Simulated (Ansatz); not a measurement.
# B6As: clamped-ion elastic tensor

All numbers below come from DFT PBEsol, scalar-relativistic, plane waves, PAW (Ansatz 0.2.0). Plane waves to 420 eV; Γ-centred k mesh 6×6×6; fixed occupations. No spin polarisation.

The cell, relaxed at this level:
```yaml
crystal:
  lattice:
    - [3.06138, 1.76749, 3.94786]
    - [-3.06138, 1.76749, 3.94786]
    - [0.00000, -3.53497, 3.94786]
  atoms:
    - { symbol: B, position: [0.01568, 0.01568, 0.32466] }
    - { symbol: B, position: [0.01568, 0.32466, 0.01568] }
    - { symbol: B, position: [0.82180, 0.27259, 0.82180] }
    - { symbol: B, position: [0.82180, 0.82180, 0.27259] }
    - { symbol: B, position: [0.27259, 0.82180, 0.82180] }
    - { symbol: B, position: [0.72741, 0.17820, 0.17820] }
    - { symbol: B, position: [0.17820, 0.72741, 0.17820] }
    - { symbol: B, position: [0.17820, 0.17820, 0.72741] }
    - { symbol: B, position: [0.98432, 0.67534, 0.98432] }
    - { symbol: B, position: [0.98432, 0.98432, 0.67534] }
    - { symbol: B, position: [0.67534, 0.98432, 0.98432] }
    - { symbol: B, position: [0.32466, 0.01568, 0.01568] }
    - { symbol: As, position: [0.60080, 0.60080, 0.60080] }
    - { symbol: As, position: [0.39920, 0.39920, 0.39920] }
```

(1) Give the clamped-ion elastic constants (GPa, Voigt order xx yy zz yz xz xy, on the axes of the cell above).

(2) And the moduli of a polycrystal (Hill averages)?

## Answers

(1)
```
516.7  59.0  47.3 -10.1   0.0   0.0
 59.0 516.7  47.3  10.1   0.0   0.0
 47.3  47.3 460.4   0.0   0.0   0.0
-10.0  10.0   0.0 211.9   0.0   0.0
  0.0   0.0   0.0   0.0 211.9 -10.0
  0.0   0.0   0.0   0.0 -10.1 228.9
```

(2) B = 200 GPa, G = 219 GPa, E = 482 GPa, ν = 0.10.

Whether B6As exists in this form wasn't checked.

Cost: 1 run of about 2.7 core-minutes, on Intel Xeon Platinum 8375C (Ice Lake) (shared hosts).